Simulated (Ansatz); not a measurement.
Cs₂NaAlH₆:
```
Cs2NaAlH6
1.0
    0.00000     4.29627     4.29627
    4.29627     0.00000     4.29627
    4.29627     4.29627     0.00000
Cs Na Al H
2 1 1 6
Direct
  0.25000   0.25000   0.25000
  0.75000   0.75000   0.75000
  0.50000   0.50000   0.50000
  0.00000   0.00000   0.00000
  0.20834   0.79166   0.79166
  0.79166   0.20834   0.20834
  0.79166   0.20834   0.79166
  0.20834   0.79166   0.20834
  0.79166   0.79166   0.20834
  0.20834   0.20834   0.79166
```

Relaxed with r²SCAN.

Give the Bader charges and basin volumes of the independent atoms, r²SCAN (plane waves, PAW; program Ansatz).



```
atom  Bader charge (e)  Bader volume (Å³)
----  ----------------  -----------------
Cs1              +0.75               33.6
Na3              +0.85               10.7
Al4              +2.31                4.9
H5               -0.78               12.6
```

Space group Fm-3m. The first step of the workflow began from a Materials Project structure, measured or hypothetical; the Crystallography Open Database copy checked does not list it. Whether it is the stable phase at ambient conditions was not checked. The cell was relaxed with r²SCAN under the symmetry of its start; whether a distortion lowers the energy is not shown. Scalar-relativistic: spin–orbit coupling is off unless named, which matters more the heavier the elements.

Potentials: the later of the program's two PAW sets.
